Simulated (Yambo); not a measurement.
Yambo run on YSF (space group P6_3/mmc, No. 194). The wavefunctions are norm-conserving PBEsol (Quantum ESPRESSO, 84 Ry, without SOC) ones on a 3×3×1 mesh (48 occupied bands); a = 4.0318 Å, b = 4.0318 Å, c = 16.7198 Å, α = 90.00°, β = 90.00°, γ = 120.00°.

Yambo input:

```
gw0
dyson
el_el_corr
HF_and_locXC
ppa
em1d
EXXRLvcs= 84 Ry
VXCRLvcs= 336 Ry
Chimod= "HARTREE"
% BndsRnXp
 5 | 346 |
%
NGsBlkXp= 7 Ry
% LongDrXp
 1.0 | 1.0 | 1.0 |
%
PPAPntXp= 27.2114 eV
% GbndRnge
 1 | 346 |
%
GTermKind= "BG"
DysSolver= "n"
ExtendOut
% QPkrange
 1 | 1 | 48 | 48 |
 2 | 2 | 48 | 49 |
%
```

k points by index: 1 = Γ, 2 = (0, 0.333, 0).

The o-*.qp file then holds:

```
#    K-point    Band    Eo [eV]    E [eV]    E-Eo [eV]    Vxc [eV]    Vnlxc [eV]    Sc|Eo [eV]    Sc|E [eV]    dSc/dw|Eo [eV]    Re(Z)    Im(Z)
#
    1    48    0.000000    -0.877524    -0.877524    -13.03899    -15.93147    1.787677    2.014959    -7.047002    0.794296    -0.001466
    2    48    -0.571883    -1.449006    -0.877122    -12.95817    -15.88373    1.824293    2.048444    -6.953057    0.796480    -0.001496
    2    49    2.650429    3.590304    0.939876    -11.19088    -6.178579    -3.870864    -4.072428    -5.834857    0.823431    -0.001363
```
(The two width columns are left out.) Convergence of these settings isn't established.

Geometry of the Materials Project entry, not relaxed at this level.
